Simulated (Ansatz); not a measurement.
Below is a relaxed structure of GaSb3. The cell was found from a structure generator's guess, not taken from experiment.

All numbers below come from Ansatz 0.2.0, DFT PBE, scalar-relativistic, plane waves, PAW. Cutoff 420 eV, Γ-centred mesh, Gaussian smearing, no spin polarisation.

```xyz
4
Lattice="5.0208 0.0000 0.0000 -2.5104 4.3481 0.0000 0.0000 0.0000 5.6579" Properties=species:S:1:pos:R:3 pbc="T T T"
Ga    2.5104    1.4494    0.0000
Sb    0.0000    2.8988    0.0000
Sb    0.0000    0.0000    2.8290
Sb    2.5104    1.4494    2.8290
```

Energies over the elements count from the elements' standard structures at the same level, with no fitted energy shifts.

(1) Find its symmetry and describe it.

(2) What is its formation energy per atom?

(3) Is it a metal?

Answers

(1) P-6m2 (No. 187). Conventional cell: a = 5.021 Å, c = 5.658 Å. Ga has 5 Sb at 2.83–2.90 Å; Sb on its first site has 3 Ga at 2.90 Å; around Sb on its second site lie 3 Sb at 2.90 Å; around Sb on its third site lie 2 Ga at 2.83 Å and 3 Sb at 2.90 Å.

(2) +0.33 eV/atom. The separate elements lie lower, so it is unstable against them.

(3) Yes, bands cross the Fermi level on the 12×12×8 mesh.

The last run used a 12×12×8 mesh (in the run's order of axes) for its 4-atom cell and Gaussian smearing of 0.10 eV. Spin–orbit coupling, which can matter for Sb, is left out. A structure relaxed within its symmetry needn't be a true minimum. Another cell of GaSb3 relaxed alike, in Im-3m, lies 263 meV/atom lower, so this cell isn't the stable form at this level.
